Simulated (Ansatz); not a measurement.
Nb (bcc (W type), Im-3m) under volume change, DFT-r²SCAN+D4 in the program Ansatz with PAW potentials, scaled uniformly.

```json
[
 {"V (Å³/atom)": "16.300", "E − E(relaxed) (meV/atom)": "91.0", "P (GPa)": "19.49"},
 {"V (Å³/atom)": "16.837", "E − E(relaxed) (meV/atom)": "38.5", "P (GPa)": "12.04"},
 {"V (Å³/atom)": "17.375", "E − E(relaxed) (meV/atom)": "___", "P (GPa)": "___"},
 {"V (Å³/atom)": "17.912", "E − E(relaxed) (meV/atom)": "0.0", "P (GPa)": "-0.01"},
 {"V (Å³/atom)": "18.449", "E − E(relaxed) (meV/atom)": "___", "P (GPa)": "___"},
 {"V (Å³/atom)": "18.987", "E − E(relaxed) (meV/atom)": "32.0", "P (GPa)": "-9.10"},
 {"V (Å³/atom)": "19.524", "E − E(relaxed) (meV/atom)": "68.8", "P (GPa)": "-12.79"}
]
```

Complete the blanks.


- 18.449, E − E(relaxed) (meV/atom): 8.4
- 18.449, P (GPa): -4.87
- 17.375, E − E(relaxed) (meV/atom): 9.1
- 17.375, P (GPa): 5.60

What does a third-order Birch–Murnaghan fit give for V₀, B₀ and B′?

V₀ = 17.91 Å³/atom, B₀ = 174 GPa, B′ = 3.7.

The cell was relaxed with r²SCAN+D4 under the symmetry of its start. No spin polarisation was allowed. The pairwise dispersion correction was not fitted to metals.

Potentials: the later of the program's two PAW sets.
